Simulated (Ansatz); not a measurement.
Theory: DFT PBE, scalar-relativistic, plane waves, PAW in Ansatz 0.2.0. Cutoff 420 eV, Γ-centred meshes of about 0.25 Å⁻¹ or finer for metals and 0.3 Å⁻¹ for insulators (2π included), Gaussian smearing. No spin polarisation.

Temperature and zero-point effects are left out.

Two forms of Zn5BiO were relaxed alike.

A.

```
Zn Bi O
1.0
     5.39714    0.00000    0.00000
    -2.69857    4.67406    0.00000
     0.00000    0.00000    5.41991
Zn Bi O
5 1 1
Direct
  0.33333 0.66667 0.94231
  0.15976 0.84024 0.35217
  0.15976 0.31953 0.35217
  0.68047 0.84024 0.35217
  0.66667 0.33333 0.28337
  0.00000 0.00000 0.85799
  0.33333 0.66667 0.57648
```

B.

```
Zn Bi O
1.0
     0.00000    4.06205    4.06205
     4.06205    0.00000    4.06205
     4.06205    4.06205    0.00000
Zn Bi O
5 1 1
Cartesian
  5.1930 2.9311 2.9311
  5.1930 5.1930 5.1930
  2.9311 2.9311 5.1930
  2.9311 5.1930 2.9311
  2.0310 2.0310 2.0310
  0.0000 0.0000 0.0000
  4.0621 4.0621 4.0621
```

**Question.** Which is lower in energy, and by how much?

**Answer.** A is lower, by 11 meV/atom. A has space group P3m1 (No. 156), 19.5 Å³/atom and no gap on its mesh; B has space group F-43m (No. 216), 19.2 Å³/atom and no gap. In A, around Zn on a site of symmetry 3m lie 1 O at 1.98 Å, 3 Zn at 2.75 Å and 3 Bi at 3.15 Å; around Bi lie 9 Zn at 3.07–3.15 Å, 3 O at 3.47 Å and 3 Zn at 3.88 Å; O has 4 Zn at 1.98–2.03 Å, 4 Zn at 3.44–3.50 Å and 3 Bi at 3.47 Å; 2 more sites not described. In B, Zn on a site of symmetry 3m has 1 O at 1.96 Å, 3 Zn at 2.55 Å, 3 Zn at 3.20 Å, 3 Bi at 3.34 Å and 3 Zn at 3.41 Å; around Bi lie 16 Zn at 3.34–3.52 Å; around O lie 4 Zn at 1.96 Å and 4 Zn at 3.52 Å; 1 more site not described. Both come from trial cells of a structure search, whose lowest cell (Cm, 18.0 Å³/atom) lies 90 meV/atom below the lower of the two.

The k mesh leaves some 4 meV/atom of noise in the energy of each metallic cell. These runs have no spin–orbit coupling, which can matter for Bi. Cells relaxed within their symmetry can be saddle points. Some structure types and database cells were kept out of the candidates from the start, so a known form may be missing.
